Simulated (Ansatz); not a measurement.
Here is an unrelaxed guess for Ti2W.

```cif
data_structure
_symmetry_space_group_name_H-M 'P6_3/mmc'
_symmetry_Int_Tables_number 194
_cell_length_a 2.8166
_cell_length_b 2.8166
_cell_length_c 13.3500
_cell_angle_alpha 90.000
_cell_angle_beta 90.000
_cell_angle_gamma 120.000
_cell_volume 91.72
loop_
_atom_site_label
_atom_site_type_symbol
_atom_site_symmetry_multiplicity
_atom_site_Wyckoff_symbol
_atom_site_fract_x
_atom_site_fract_y
_atom_site_fract_z
_atom_site_occupancy
Ti1 Ti 4 f 0.33333 0.66667 0.91667 1
W1 W 2 c 0.33333 0.66667 0.25000 1
```

The calculation used Ansatz 0.2.0, DFT PBE, scalar-relativistic, plane waves, PAW. Plane waves to 420 eV, a k mesh through Γ of 6×6×2 on the computed 6-atom cell and Gaussian smearing (0.10 eV); no spin polarisation.

Energies over the elements count from the elements' standard structures at the same level, with no fitted energy shifts.

Question: How far from equilibrium is it?

Answer: The pressure is 18.5 GPa (the mean over three directions, positive in compression), the largest force is 0.56 eV/Å, and the energy is +0.31 eV/atom against the elements. The shortest distance is 2.76 Å.

Question: How much does it gain on relaxing, and where does it end?

Answer: Relaxing gains about 0.11 eV/atom (the start's value is from the coarse mesh, so the gain is rough) in 10 ionic steps and ends at +0.20 eV/atom on the finer mesh. The symmetry stays P6_3/mmc (No. 194). The volume per atom grows by 9.7 %, from 15.3 to 16.8 Å³. The shortest distance goes from 2.76 Å (Ti–W and Ti–Ti) to 2.84 Å (Ti–Ti and W–W). Conventional cell: a = 2.839 Å, c = 14.417 Å. Ti has 9 Ti at 2.84–2.85 Å and 3 W at 2.94 Å; W is surrounded by 6 W at 2.84 Å and 6 Ti at 2.94 Å.

The last run used an 18×18×4 mesh (in the run's order of axes) for its 6-atom cell and Gaussian smearing of 0.10 eV. Spin–orbit coupling, which can matter for W, is left out. The relaxation can't lower the symmetry of the start. A structure relaxed within its symmetry needn't be a true minimum.
